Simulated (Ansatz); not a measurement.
**Na₂CO₃: checking a database structure before trusting its electric field gradients**

The cell is a computed structure from the Materials Project (it need not be an observed phase), atoms as given.

Space group C2/m (No. 12); a = 8.7848, b = 5.2644, c = 5.9217 Å, β = 103.20°.

| site | Wyckoff | site symmetry | x | y | z |
| --- | --- | --- | --- | --- | --- |
| Na1 | 4i | m | 0.6691 | 0.0000 | 0.7408 |
| Na3 | 2a | 2/m | 0.0000 | 0.0000 | 0.0000 |
| Na4 | 2c | 2/m | 0.0000 | 0.0000 | 0.5000 |
| C | 4i | m | 0.3360 | 0.0000 | 0.7507 |
| O7 | 4i | m | 0.2118 | 0.0000 | 0.8326 |
| O8 | 8j | 1 | 0.6015 | 0.2119 | 0.2918 |

One atom of each set is listed; the run and its k-mesh use a cell of 12 atoms with edges of 5.12, 5.12, 5.92 Å.

Method: Kohn–Sham DFT in Ansatz, PBE, plane waves and PAW, scalar-relativistic, 420 eV cutoff, Γ-centred 5×5×4 k-points, Fermi–Dirac smearing 0.02 eV.

Task: Do the atoms and the cell lie near the calculated equilibrium?

Result: Nearly. The largest force is 0.082 eV/Å, on atom 8 (O: 1 C at 1.29 Å, 2 Na at 2.26–2.32 Å; also 3 Na at 2.56–2.82 Å), and the pressure is 3.9 GPa.
